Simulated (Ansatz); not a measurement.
## Density of states of Ba$_{2}$Cd

```cif
data_structure
_symmetry_space_group_name_H-M 'P 1'
_symmetry_Int_Tables_number 1
_cell_length_a 8.1783
_cell_length_b 8.1783
_cell_length_c 8.1783
_cell_angle_alpha 149.720
_cell_angle_beta 149.720
_cell_angle_gamma 43.353
_cell_volume 138.70
loop_
_atom_site_label
_atom_site_type_symbol
_atom_site_fract_x
_atom_site_fract_y
_atom_site_fract_z
_atom_site_occupancy
Ba1 Ba 0.37000 0.37000 0.00000 1
Ba2 Ba 0.63000 0.63000 0.00000 1
Cd1 Cd 0.00000 0.00000 0.00000 1
```

The runs use the primitive cell with vectors (-2.136, 2.136, 7.600), (2.136, -2.136, 7.600), (2.136, 2.136, -7.600) Å, to which the k mesh refers.

The cell is COD entry 1542138, as deposited and not checked against the literature; nothing was relaxed.

No spin–orbit coupling, which matters for the heavy atoms here.

All numbers below come from DFT, PBEsol, all-electron LAPW, scalar-relativistic (Ansatz 0.2.0).

Sampling and basis: a Γ-centred 14×14×14 k mesh, Fermi–Dirac smearing of 0.05 eV, basis error target 0.5 meV/atom, no spin polarisation.

States per eV and cell, averaged over 0.6 eV, from -4.6 to 1.8 eV, with energies (bin centres) from the Fermi level; empty bins are left out. 

| E (eV) | total |
| --- | --- |
| -4.4 | 0.38 |
| -3.8 | 1.04 |
| -3.2 | 1.92 |
| -2.0 | 0.14 |
| -1.4 | 1.13 |
| -0.8 | 2.59 |
| -0.2 | 3.37 |
| 0.4 | 3.49 |
| 1.0 | 5.07 |
| 1.6 | 4.44 |
